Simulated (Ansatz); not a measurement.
Al$_{2}$Au (fluorite type, space group Fm-3m)

```yaml
crystal:
  lattice:
    - [0.00000, 5.95664, 5.95664]
    - [2.97832, 2.97832, 5.95664]
    - [2.97832, 2.97832, 0.00000]
  atoms:
    - { symbol: Al, position: [0.00000, 0.25000, 0.25000] }
    - { symbol: Al, position: [0.50000, 0.25000, 0.25000] }
    - { symbol: Al, position: [0.00000, 0.75000, 0.75000] }
    - { symbol: Al, position: [0.50000, 0.75000, 0.75000] }
    - { symbol: Au, position: [0.00000, 0.00000, 0.00000] }
    - { symbol: Au, position: [0.50000, 0.00000, 0.00000] }
```

A phonon eigenvector at X = (0.5, 0.5, 0.0) is frozen into this cell: atom i moves by Q times the vector below, so Q is the largest atomic displacement, in Å. The cell is held. It is one choice among 2 degenerate patterns. (q is in reciprocal vectors of the primitive cell; the cell shown is doubled to hold the pattern.)

| atom | x | y | z |
|---|---|---|---|
| Al1 | 0.000 | 1.000 | 0.000 |
| Al2 | 0.000 | -1.000 | 0.000 |
| Al3 | 0.000 | 1.000 | 0.000 |
| Al4 | 0.000 | -1.000 | 0.000 |
| Au5 | -0.128 | 0.000 | 0.000 |
| Au6 | 0.128 | 0.000 | 0.000 |

The numbers are results of LDA (plane waves to 420 eV, PAW, scalar-relativistic; Ansatz, an electronic-structure program), not measurements. k mesh 14×14×14 (Γ-centred), Fermi-Dirac smearing 0.05 eV. The energy includes the smearing's −TS. With partly filled bands, energies and forces of such displacements shift with the k mesh and the smearing. Al2Au was relaxed with its symmetry unable to fall. Spin-orbit coupling is left out, though Au is heavy. ΔE is measured from the undisplaced structure.

```json
[
 {"Q (Å)": "-0.100", "ΔE (eV/cell)": "0.202"},
 {"Q (Å)": "-0.067", "ΔE (eV/cell)": "0.089"},
 {"Q (Å)": "-0.033", "ΔE (eV/cell)": "0.022"},
 {"Q (Å)": "0.000", "ΔE (eV/cell)": "0.000"},
 {"Q (Å)": "0.033", "ΔE (eV/cell)": "0.022"},
 {"Q (Å)": "0.067", "ΔE (eV/cell)": "0.089"},
 {"Q (Å)": "0.100", "ΔE (eV/cell)": "0.202"}
]
```

### Question
Which DFPT wavenumber at X = (0.5, 0.5, 0.0) belongs to this mode?
(A) 92 cm⁻¹
(B) 306 cm⁻¹
(C) 210 cm⁻¹

### Answer
B, 306 cm⁻¹. The curvature of the scan gives 306 cm⁻¹

(A displaced cell: forces are minus the slopes of the energy, force constants its curvatures, and phonons follow from these.)
